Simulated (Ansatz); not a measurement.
Input and steps of a relaxation of cell and atoms on SnGe₂O₃ placed in the structure of NaPr2Se3 (space group No. 71) (Ansatz 0.2.0, r2SCAN+rVV10). The starting cell comes from a relaxation with PBEsol.

```yaml
crystal:
  lattice:
    - [-1.5765210079, 2.2720002716, 5.8630682001]
    - [1.5765210079, -2.2720002716, 5.8630682001]
    - [1.5765210079, 2.2720002716, -5.8630682001]
  atoms:
    - { symbol: Sn, position: [0.0, 0.0, 0.0] }
    - { symbol: Ge, position: [0.6746303958, 0.6746303958, 0.0] }
    - { symbol: Ge, position: [0.3253696042, 0.3253696042, 0.0] }
    - { symbol: O, position: [0.5, 0.0, 0.5] }
    - { symbol: O, position: [0.2044685518, 0.7044685518, 0.5] }
    - { symbol: O, position: [0.7955314482, 0.2955314482, 0.5] }
kpoints:
  mp_grid: { grid: [8, 8, 8] }
hamiltonian:
  xc: r2scan
  dispersion: rvv10
scf:
  occupations: { method: fermi_dirac, width: 0.03 }
relax:
  f_tol: 0.01
  cell: {}
  max_steps: 120
```

Of the 23 recorded frames of the trajectory, 22 are shown, each with positions in Å and forces in eV/Å. Some frames, the last among them, repeat a geometry solved again on a basis re-selected at its cell; pressure is positive in compression.

Step 1: energy 0.0 meV/atom from step 1, largest force component 0.219 eV/Å, pressure +0.40 GPa
```xyz
6
Lattice="-1.5765 2.2720 5.8631 1.5765 -2.2720 5.8631 1.5765 2.2720 -5.8631" Properties=species:S:1:pos:R:3:forces:R:3 pbc="T T T"
Sn    0.0000    0.0000    0.0000    0.0000    0.0000    0.0000
Ge    0.0000    0.0000    7.9108    0.0000    0.0000    0.2067
Ge    0.0000    0.0000    3.8153    0.0000    0.0000   -0.2067
O     0.0000    2.2720    0.0000    0.0000    0.0000    0.0000
O     1.5765    0.0000    2.3976    0.0000    0.0000    0.2189
O     0.0000    2.2720    3.4654    0.0000    0.0000   -0.2189
```

Step 2: energy -6.5 meV/atom from step 1, largest force component 0.388 eV/Å, pressure -1.77 GPa
```xyz
6
Lattice="-1.5674 2.2682 6.0478 1.5674 -2.2682 6.0478 1.5674 2.2682 -6.0478" Properties=species:S:1:pos:R:3:forces:R:3 pbc="T T T"
Sn    0.0000    0.0000    0.0000    0.0000    0.0000    0.0000
Ge    0.0000    0.0000    8.1713    0.0000    0.0000    0.3883
Ge    0.0000    0.0000    3.9243    0.0000    0.0000   -0.3883
O     0.0000    2.2682    0.0000    0.0000    0.0000    0.0000
O     1.5674    0.0000    2.5099    0.0000    0.0000    0.2488
O     0.0000    2.2682    3.5379    0.0000    0.0000   -0.2488
```

Step 3: energy -18.9 meV/atom from step 1, largest force component 0.823 eV/Å, pressure +3.64 GPa
```xyz
6
Lattice="-1.5349 2.2051 6.3344 1.5349 -2.2051 6.3344 1.5349 2.2051 -6.3344" Properties=species:S:1:pos:R:3:forces:R:3 pbc="T T T"
Sn    0.0000    0.0000    0.0000    0.0000    0.0000    0.0000
Ge    0.0000    0.0000    8.6551    0.0000    0.0000   -0.8231
Ge    0.0000    0.0000    4.0138    0.0000    0.0000    0.8231
O     0.0000    2.2051    0.0000    0.0000    0.0000    0.0000
O     1.5349    0.0000    2.7200    0.0000    0.0000   -0.1987
O     0.0000    2.2051    3.6144    0.0000    0.0000    0.1987
```

Step 4: energy -43.2 meV/atom from step 1, largest force component 0.300 eV/Å, pressure +1.79 GPa
```xyz
6
Lattice="-1.5333 2.1721 6.6204 1.5333 -2.1721 6.6204 1.5333 2.1721 -6.6204" Properties=species:S:1:pos:R:3:forces:R:3 pbc="T T T"
Sn    0.0000    0.0000    0.0000    0.0000    0.0000    0.0000
Ge    0.0000    0.0000    9.0282    0.0000    0.0000   -0.3000
Ge    0.0000    0.0000    4.2126    0.0000    0.0000    0.3000
O     0.0000    2.1721    0.0000    0.0000    0.0000    0.0000
O     1.5333    0.0000    2.9122    0.0000    0.0000   -0.0189
O     0.0000    2.1721    3.7082    0.0000    0.0000    0.0189
```

Step 5: energy -69.1 meV/atom from step 1, largest force component 0.087 eV/Å, pressure +1.62 GPa
```xyz
6
Lattice="-1.5411 2.1196 6.9131 1.5411 -2.1196 6.9131 1.5411 2.1196 -6.9131" Properties=species:S:1:pos:R:3:forces:R:3 pbc="T T T"
Sn    0.0000    0.0000    0.0000    0.0000    0.0000    0.0000
Ge    0.0000    0.0000    9.4244    0.0000    0.0000   -0.0557
Ge    0.0000    0.0000    4.4018    0.0000    0.0000    0.0557
O     0.0000    2.1196    0.0000    0.0000    0.0000    0.0000
O     1.5411    0.0000    3.1187    0.0000    0.0000    0.0870
O     0.0000    2.1196    3.7944    0.0000    0.0000   -0.0870
```

Step 6: energy -90.1 meV/atom from step 1, largest force component 0.193 eV/Å, pressure +2.43 GPa
```xyz
6
Lattice="-1.5462 2.0728 7.1967 1.5462 -2.0728 7.1967 1.5462 2.0728 -7.1967" Properties=species:S:1:pos:R:3:forces:R:3 pbc="T T T"
Sn    0.0000    0.0000    0.0000    0.0000    0.0000    0.0000
Ge    0.0000    0.0000    9.8259    0.0000    0.0000   -0.1934
Ge    0.0000    0.0000    4.5675    0.0000    0.0000    0.1934
O     0.0000    2.0728    0.0000    0.0000    0.0000    0.0000
O     1.5462    0.0000    3.3275    0.0000    0.0000   -0.0733
O     0.0000    2.0728    3.8692    0.0000    0.0000    0.0733
```

Step 7: energy -103.5 meV/atom from step 1, largest force component 0.115 eV/Å, pressure +0.81 GPa
```xyz
6
Lattice="-1.5598 2.0456 7.4898 1.5598 -2.0456 7.4898 1.5598 2.0456 -7.4898" Properties=species:S:1:pos:R:3:forces:R:3 pbc="T T T"
Sn    0.0000    0.0000    0.0000    0.0000    0.0000    0.0000
Ge    0.0000    0.0000   10.2482    0.0000    0.0000   -0.1153
Ge    0.0000    0.0000    4.7314    0.0000    0.0000    0.1153
O     0.0000    2.0456    0.0000    0.0000    0.0000    0.0000
O     1.5598    0.0000    3.5037    0.0000    0.0000   -0.0282
O     0.0000    2.0456    3.9862    0.0000    0.0000    0.0282
```

Step 8: energy -104.9 meV/atom from step 1, largest force component 0.034 eV/Å, pressure -0.05 GPa
```xyz
6
Lattice="-1.5629 2.0330 7.6065 1.5629 -2.0330 7.6065 1.5629 2.0330 -7.6065" Properties=species:S:1:pos:R:3:forces:R:3 pbc="T T T"
Sn    0.0000    0.0000    0.0000    0.0000    0.0000    0.0000
Ge    0.0000    0.0000   10.4098    0.0000    0.0000    0.0340
Ge    0.0000    0.0000    4.8032    0.0000    0.0000   -0.0340
O     0.0000    2.0330    0.0000    0.0000    0.0000    0.0000
O     1.5629    0.0000    3.5726    0.0000    0.0000    0.0203
O     0.0000    2.0330    4.0339    0.0000    0.0000   -0.0203
```

Step 9: energy -104.9 meV/atom from step 1, largest force component 0.006 eV/Å, pressure -0.03 GPa
```xyz
6
Lattice="-1.5626 2.0332 7.6139 1.5626 -2.0332 7.6139 1.5626 2.0332 -7.6139" Properties=species:S:1:pos:R:3:forces:R:3 pbc="T T T"
Sn    0.0000    0.0000    0.0000    0.0000    0.0000    0.0000
Ge    0.0000    0.0000   10.4221    0.0000    0.0000   -0.0055
Ge    0.0000    0.0000    4.8057    0.0000    0.0000    0.0055
O     0.0000    2.0332    0.0000    0.0000    0.0000    0.0000
O     1.5626    0.0000    3.5783    0.0000    0.0000   -0.0041
O     0.0000    2.0332    4.0356    0.0000    0.0000    0.0041
```

Step 10: energy -104.9 meV/atom from step 1, largest force component 0.001 eV/Å, pressure 0.00 GPa
```xyz
6
Lattice="-1.5625 2.0327 7.6121 1.5625 -2.0327 7.6121 1.5625 2.0327 -7.6121" Properties=species:S:1:pos:R:3:forces:R:3 pbc="T T T"
Sn    0.0000    0.0000    0.0000    0.0000    0.0000    0.0000
Ge    0.0000    0.0000   10.4190    0.0000    0.0000    0.0005
Ge    0.0000    0.0000    4.8052    0.0000    0.0000   -0.0005
O     0.0000    2.0327    0.0000    0.0000    0.0000    0.0000
O     1.5625    0.0000    3.5773    0.0000    0.0000   -0.0012
O     0.0000    2.0327    4.0348    0.0000    0.0000    0.0012
```

Step 11: energy -129.5 meV/atom from step 1, largest force component 0.024 eV/Å, pressure +1.77 GPa
```xyz
6
Lattice="-1.5625 2.0327 7.6121 1.5625 -2.0327 7.6121 1.5625 2.0327 -7.6121" Properties=species:S:1:pos:R:3:forces:R:3 pbc="T T T"
Sn    0.0000    0.0000    0.0000    0.0000    0.0000    0.0000
Ge    0.0000    0.0000   10.4190    0.0000    0.0000    0.0241
Ge    0.0000    0.0000    4.8052    0.0000    0.0000   -0.0241
O     0.0000    2.0327    0.0000    0.0000    0.0000    0.0000
O     1.5625    0.0000    3.5773    0.0000    0.0000    0.0045
O     0.0000    2.0327    4.0348    0.0000    0.0000   -0.0045
```

Step 13: energy -155.9 meV/atom from step 1, largest force component 0.026 eV/Å, pressure +0.48 GPa
```xyz
6
Lattice="-1.5470 2.0248 8.1984 1.5470 -2.0248 8.1984 1.5470 2.0248 -8.1984" Properties=species:S:1:pos:R:3:forces:R:3 pbc="T T T"
Sn    0.0000    0.0000    0.0000    0.0000    0.0000    0.0000
Ge    0.0000    0.0000   11.2854    0.0000    0.0000   -0.0263
Ge    0.0000    0.0000    5.1114    0.0000    0.0000    0.0263
O     0.0000    2.0248    0.0000    0.0000    0.0000    0.0000
O     1.5470    0.0000    3.8762    0.0000    0.0000    0.0213
O     0.0000    2.0248    4.3222    0.0000    0.0000   -0.0213
```

Step 14: energy -161.6 meV/atom from step 1, largest force component 0.052 eV/Å, pressure +0.88 GPa
```xyz
6
Lattice="-1.5378 2.0099 8.4842 1.5378 -2.0099 8.4842 1.5378 2.0099 -8.4842" Properties=species:S:1:pos:R:3:forces:R:3 pbc="T T T"
Sn    0.0000    0.0000    0.0000    0.0000    0.0000    0.0000
Ge    0.0000    0.0000   11.7012    0.0000    0.0000   -0.0150
Ge    0.0000    0.0000    5.2673    0.0000    0.0000    0.0150
O     0.0000    2.0099    0.0000    0.0000    0.0000    0.0000
O     1.5378    0.0000    4.0318    0.0000    0.0000   -0.0516
O     0.0000    2.0099    4.4524    0.0000    0.0000    0.0516
```

Step 15: energy -163.3 meV/atom from step 1, largest force component 0.069 eV/Å, pressure -0.25 GPa
```xyz
6
Lattice="-1.5406 2.0147 8.7774 1.5406 -2.0147 8.7774 1.5406 2.0147 -8.7774" Properties=species:S:1:pos:R:3:forces:R:3 pbc="T T T"
Sn    0.0000    0.0000    0.0000    0.0000    0.0000    0.0000
Ge    0.0000    0.0000   12.1412    0.0000    0.0000    0.0322
Ge    0.0000    0.0000    5.4136    0.0000    0.0000   -0.0322
O     0.0000    2.0147    0.0000    0.0000    0.0000    0.0000
O     1.5406    0.0000    4.1693    0.0000    0.0000    0.0692
O     0.0000    2.0147    4.6081    0.0000    0.0000   -0.0692
```

Step 16: energy -163.4 meV/atom from step 1, largest force component 0.024 eV/Å, pressure +0.07 GPa
```xyz
6
Lattice="-1.5379 2.0139 8.7663 1.5379 -2.0139 8.7663 1.5379 2.0139 -8.7663" Properties=species:S:1:pos:R:3:forces:R:3 pbc="T T T"
Sn    0.0000    0.0000    0.0000    0.0000    0.0000    0.0000
Ge    0.0000    0.0000   12.1246    0.0000    0.0000   -0.0242
Ge    0.0000    0.0000    5.4080    0.0000    0.0000    0.0242
O     0.0000    2.0139    0.0000    0.0000    0.0000    0.0000
O     1.5379    0.0000    4.1698    0.0000    0.0000   -0.0081
O     0.0000    2.0139    4.5965    0.0000    0.0000    0.0081
```

Step 17: energy -163.5 meV/atom from step 1, largest force component 0.019 eV/Å, pressure -0.04 GPa
```xyz
6
Lattice="-1.5386 2.0142 8.7616 1.5386 -2.0142 8.7616 1.5386 2.0142 -8.7616" Properties=species:S:1:pos:R:3:forces:R:3 pbc="T T T"
Sn    0.0000    0.0000    0.0000    0.0000    0.0000    0.0000
Ge    0.0000    0.0000   12.1157    0.0000    0.0000    0.0188
Ge    0.0000    0.0000    5.4075    0.0000    0.0000   -0.0188
O     0.0000    2.0142    0.0000    0.0000    0.0000    0.0000
O     1.5386    0.0000    4.1683    0.0000    0.0000   -0.0015
O     0.0000    2.0142    4.5933    0.0000    0.0000    0.0015
```

Step 18: energy -163.5 meV/atom from step 1, largest force component 0.000 eV/Å, pressure 0.00 GPa
```xyz
6
Lattice="-1.5388 2.0139 8.7600 1.5388 -2.0139 8.7600 1.5388 2.0139 -8.7600" Properties=species:S:1:pos:R:3:forces:R:3 pbc="T T T"
Sn    0.0000    0.0000    0.0000    0.0000    0.0000    0.0000
Ge    0.0000    0.0000   12.1144    0.0000    0.0000   -0.0004
Ge    0.0000    0.0000    5.4057    0.0000    0.0000    0.0004
O     0.0000    2.0139    0.0000    0.0000    0.0000    0.0000
O     1.5388    0.0000    4.1669    0.0000    0.0000    0.0003
O     0.0000    2.0139    4.5931    0.0000    0.0000   -0.0003
```

Step 19: energy -165.4 meV/atom from step 1, largest force component 0.001 eV/Å, pressure +0.14 GPa
```xyz
6
Lattice="-1.5388 2.0139 8.7600 1.5388 -2.0139 8.7600 1.5388 2.0139 -8.7600" Properties=species:S:1:pos:R:3:forces:R:3 pbc="T T T"
Sn    0.0000    0.0000    0.0000    0.0000    0.0000    0.0000
Ge    0.0000    0.0000   12.1144    0.0000    0.0000    0.0015
Ge    0.0000    0.0000    5.4057    0.0000    0.0000   -0.0015
O     0.0000    2.0139    0.0000    0.0000    0.0000    0.0000
O     1.5388    0.0000    4.1669    0.0000    0.0000    0.0004
O     0.0000    2.0139    4.5931    0.0000    0.0000   -0.0004
```

Step 20: energy -165.6 meV/atom from step 1, largest force component 0.007 eV/Å, pressure +0.10 GPa
```xyz
6
Lattice="-1.5372 2.0129 8.8593 1.5372 -2.0129 8.8593 1.5372 2.0129 -8.8593" Properties=species:S:1:pos:R:3:forces:R:3 pbc="T T T"
Sn    0.0000    0.0000    0.0000    0.0000    0.0000    0.0000
Ge    0.0000    0.0000   12.2619    0.0000    0.0000    0.0068
Ge    0.0000    0.0000    5.4567    0.0000    0.0000   -0.0068
O     0.0000    2.0129    0.0000    0.0000    0.0000    0.0000
O     1.5372    0.0000    4.2161    0.0000    0.0000    0.0071
O     0.0000    2.0129    4.6432    0.0000    0.0000   -0.0071
```

Step 21: energy -165.6 meV/atom from step 1, largest force component 0.017 eV/Å, pressure +0.04 GPa
```xyz
6
Lattice="-1.5378 2.0136 8.9084 1.5378 -2.0136 8.9084 1.5378 2.0136 -8.9084" Properties=species:S:1:pos:R:3:forces:R:3 pbc="T T T"
Sn    0.0000    0.0000    0.0000    0.0000    0.0000    0.0000
Ge    0.0000    0.0000   12.3363    0.0000    0.0000   -0.0168
Ge    0.0000    0.0000    5.4804    0.0000    0.0000    0.0168
O     0.0000    2.0136    0.0000    0.0000    0.0000    0.0000
O     1.5378    0.0000    4.2419    0.0000    0.0000   -0.0034
O     0.0000    2.0136    4.6665    0.0000    0.0000    0.0034
```

Step 22: energy -165.6 meV/atom from step 1, largest force component 0.000 eV/Å, pressure 0.00 GPa
```xyz
6
Lattice="-1.5377 2.0134 8.9179 1.5377 -2.0134 8.9179 1.5377 2.0134 -8.9179" Properties=species:S:1:pos:R:3:forces:R:3 pbc="T T T"
Sn    0.0000    0.0000    0.0000    0.0000    0.0000    0.0000
Ge    0.0000    0.0000   12.3497    0.0000    0.0000    0.0002
Ge    0.0000    0.0000    5.4861    0.0000    0.0000   -0.0002
O     0.0000    2.0134    0.0000    0.0000    0.0000    0.0000
O     1.5377    0.0000    4.2468    0.0000    0.0000    0.0002
O     0.0000    2.0134    4.6711    0.0000    0.0000   -0.0002
```

Step 23: energy -165.7 meV/atom from step 1, largest force component 0.000 eV/Å, pressure 0.00 GPa
```xyz
6
Lattice="-1.5377 2.0134 8.9179 1.5377 -2.0134 8.9179 1.5377 2.0134 -8.9179" Properties=species:S:1:pos:R:3:forces:R:3 pbc="T T T"
Sn    0.0000    0.0000    0.0000    0.0000    0.0000    0.0000
Ge    0.0000    0.0000   12.3497    0.0000    0.0000    0.0003
Ge    0.0000    0.0000    5.4861    0.0000    0.0000   -0.0003
O     0.0000    2.0134    0.0000    0.0000    0.0000    0.0000
O     1.5377    0.0000    4.2468    0.0000    0.0000    0.0003
O     0.0000    2.0134    4.6711    0.0000    0.0000   -0.0003
```

The walk took 20 steps, besides SCFs solved again on a fresh basis, and changed the volume by +31.5 %. The last SCF, on a fresh basis, lies 166 meV an atom below the first. Final cell: the symmetry is Immm (No. 71, orthorhombic); conventional cell a = 3.075 Å, b = 4.027 Å, c = 17.836 Å, 18.41 Å³ an atom. Around Sn lie 2 O at 2.01 Å; around Ge lie 4 O at 1.97–2.17 Å; around O lie 2 Sn at 2.01 Å; around O lie 4 Ge at 1.97–2.17 Å.

Command: `ansatz run input.yaml --threads 2 --pin off --max-ram 2211MiB --backend cpu --events-out ev --progress --plain --runs-dir out`. It took 7.9 min on 2 threads of Intel(R) Xeon(R) Platinum 8488C (Sapphire Rapids), on a shared host, load about 0.5 per core; peak host memory 1.1 GiB.

The cell comes from a prototype generator: it can be a known phase or a hypothetical one. Spin polarisation is off.
